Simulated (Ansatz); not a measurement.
ZrO₂ (fluorite)

```
CELL_PARAMETERS angstrom
      0.00000     2.55794     2.55794
      2.55794     0.00000     2.55794
      2.55794     2.55794     0.00000
ATOMIC_POSITIONS crystal
  Zr 0.00000 0.00000 0.00000
  O  0.25000 0.25000 0.25000
  O  0.75000 0.75000 0.75000
```

This relaxed cell (volume V₀) is scaled evenly in all directions, its shape held. Symmetry pins the atoms to their sites.

Level of theory: PBE (plane waves to 420 eV, PAW, scalar-relativistic; Ansatz, a first-principles code). k mesh 11×11×11 (Γ-centred), Fermi-Dirac smearing 0.05 eV. The energy includes the smearing's −TS. Compression counts positive. The PAW data are Ansatz's earlier set. This is a high-temperature form of ZrO2. ZrO2 is run without spin polarisation. ZrO2 was relaxed with its symmetry unable to fall. ΔE is measured from the relaxed starting cell.

```
V/V₀   ΔE (eV/atom)  P (GPa)
-----  ------------  -------
0.940        0.0329     16.6
0.952        0.0206     12.9
0.964        0.0113      9.3
0.976        0.0049      6.0
0.988        0.0012      2.9
1.000        0.0000      0.0
1.012        0.0011     -2.7
1.024        0.0045     -5.3
1.036        0.0100     -7.7
1.048        0.0174    -10.0
1.060        0.0267    -12.2
```

Key numbers:

| Property | Result |
|---|---|
| Pressure at the smallest volume | 16.6 GPa |
| Energy cost of the largest compression | 32.9 meV/atom |
| Energy cost of the largest expansion | 26.7 meV/atom |
| Bulk modulus B₀ (third-order Birch-Murnaghan fit) | 236 GPa |
| Pressure derivative B₀′ (fit) | 4.3 |
| Equilibrium volume of the fit | 11.16 Å³/atom |
| Pressure for 5 % compression (fit) | 13.5 GPa |

(Under strain, the slope of the energy per volume gives the stress and its curvature an elastic modulus.)
